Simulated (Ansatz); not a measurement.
One crystal and one scan (frozen-phonon scan) at two levels, PBE (plane waves to 420 eV, PAW, scalar-relativistic; Ansatz, an electronic-structure program) and r2SCAN (plane waves to 500 eV, PAW, scalar-relativistic; Ansatz), each from its own relaxed cell and on its own mesh. The cell shown is that of PBE.

Starting cell, Al (fcc, Cu type):

```
Al
1.0
    0.00000     4.04047     4.04047
    2.02024     0.00000     2.02024
    2.02024     2.02024     0.00000
Al
2
Direct
  0.00000   0.00000   0.00000
  0.50000   0.00000   0.00000
```

The atoms are displaced by Q × the pattern below (from a DFPT mode at L = (0.5, 0.0, 0.0), largest move 1; Q in Å), at fixed cell. It is one choice among 2 degenerate patterns. (q is in reciprocal vectors of the primitive cell; the cell shown is doubled to hold the pattern.)

```json
[
 {"atom": "Al1", "x": "0.285", "y": "-0.520", "z": "0.805"},
 {"atom": "Al2", "x": "-0.285", "y": "0.520", "z": "-0.805"}
]
```

Al was relaxed with its symmetry unable to fall. With partly filled bands, energies and forces of such displacements shift with the k mesh and the smearing. Percentages come from the unrounded values. Both scans cover Q from -0.180 to 0.180 Å.

```tsv
quantity	PBE	r2SCAN	PBE − r2SCAN
Lattice constant a (Å)	4.040	3.992	+0.048 (+1.2 %)
Energy at Q = 0.180 Å (meV/cell)	58	80	-22 (-27 %)
Harmonic wavenumber from the curvature (finite differences) (cm⁻¹ (negative: imaginary))	137	161	-24 (-15 %)
```

PBE gives the higher value for: lattice constant a. PBE gives the lower value for: energy at Q = 0.180 Å; harmonic wavenumber from the curvature. Both give the same space group of the distorted cell: P-1 (No. 2), lowered from Fm-3m.

ΔE (meV/cell), each from the undisplaced structure of its own level:

```json
[
 {"Q (Å)": "-0.180", "PBE": "58", "r2SCAN": "80"},
 {"Q (Å)": "-0.150", "PBE": "41", "r2SCAN": "56"},
 {"Q (Å)": "-0.120", "PBE": "26", "r2SCAN": "36"},
 {"Q (Å)": "-0.090", "PBE": "15", "r2SCAN": "21"},
 {"Q (Å)": "-0.060", "PBE": "7", "r2SCAN": "9"},
 {"Q (Å)": "-0.030", "PBE": "2", "r2SCAN": "2"},
 {"Q (Å)": "0.000", "PBE": "0", "r2SCAN": "0"},
 {"Q (Å)": "0.030", "PBE": "2", "r2SCAN": "2"},
 {"Q (Å)": "0.060", "PBE": "7", "r2SCAN": "9"},
 {"Q (Å)": "0.090", "PBE": "15", "r2SCAN": "21"},
 {"Q (Å)": "0.120", "PBE": "26", "r2SCAN": "36"},
 {"Q (Å)": "0.150", "PBE": "41", "r2SCAN": "56"},
 {"Q (Å)": "0.180", "PBE": "58", "r2SCAN": "80"}
]
```

(A displaced cell: forces are minus the slopes of the energy, force constants its curvatures, and phonons follow from these.)
